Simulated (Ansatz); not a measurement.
Structure: an ordered 8-atom cell of La3AlN4 on the wurtzite lattice (Cm) (it has left that coordination), at its r2SCAN minimum. It is monoclinic, Cm (No. 8); a = 12.904 Å, b = 3.780 Å, c = 6.429 Å, β = 112.9° in the conventional setting, 18.05 Å³ an atom. Around Al lie 4 N at 1.89–2.13 Å; around La lie 5 N at 2.32–2.79 Å; around N lie 1 Al at 1.89 Å and 3 La at 2.32–2.47 Å; around N lie 1 Al at 1.90 Å and 3 La at 2.46–2.79 Å; around La lie 4 N at 2.22–2.64 Å; around La lie 4 N at 2.39–2.58 Å; around N lie 4 La at 2.22–2.39 Å; around N lie 2 Al at 2.13 Å and 3 La at 2.58–2.67 Å.

```
Al La N
1.0
     6.44935   -1.88978    0.18752
     6.44935    1.88978    0.18752
    -2.67324    0.00000    5.84728
Al La N
1 3 4
Direct
  0.98511 0.98511 0.31507
  0.28727 0.28727 0.99278
  0.51252 0.51252 0.78121
  0.71970 0.71970 0.46481
  0.82697 0.82697 0.21922
  0.08115 0.08115 0.62547
  0.32616 0.32616 0.66086
  0.51113 0.51113 0.19058
```

The questions ask for values computed with the PAW code Ansatz on this geometry. Simulation only: non-magnetic, and no claim that this is the phase found in nature.

Given (8×8×4 mesh): With PBE the valence top lies at D₂–A (0.10 of the way from D₂) and the conduction bottom at Γ, 0.56 eV higher; the smallest vertical gap, at Γ, is 1.34 eV.

(1) How does the gap change from PBE to r2SCAN (8×8×4)?

(2) What does HSE06 give for the gap (4×4×4 mesh)?

(3) Estimate the gap with PBE0 on 4×4×4.

(4) Roughly how does the cost of the PBE0 run (4×4×4) compare with r2SCAN's (8×8×4)?

(5) What do these levels agree on?

Results:

(1) The r2SCAN gap is indirect, 0.85 eV (D₂–A (0.08 of the way from D₂) to Γ), below the direct gap of 1.67 eV at Γ. The gap differs by +0.29 eV from PBE's.

(2) The HSE06 gap is indirect, 1.44 eV (D₂–A (0.08 of the way from D₂) to Γ), below the direct gap of 2.28 eV at Γ. The gap differs by +0.88 eV from PBE's.

(3) With PBE0 the valence top lies at D₂–A (0.08 of the way from D₂) and the conduction bottom at Γ, 2.12 eV higher; the smallest vertical gap, at Γ, is 2.96 eV. The gap differs by +1.56 eV from PBE's.

(4) About 7 times as much (14 core-minutes against 120 core-seconds, on 4 threads of Arm Neoverse V2 (shared host)).

(5) r2SCAN covers 33 % of the step from PBE to HSE06, while HSE06 needs about 7 times r2SCAN's rough cost (on a coarser mesh). All these functionals give a gap of the same kind, indirect.

Where an edge lies off the special points, it is a point of the mesh or the k point where a search put PBE's edge or least direct gap, reused for the other functionals, whose own edges may lie a little apart; PBE's own value is read along its path and can be a few hundredths of an eV high.
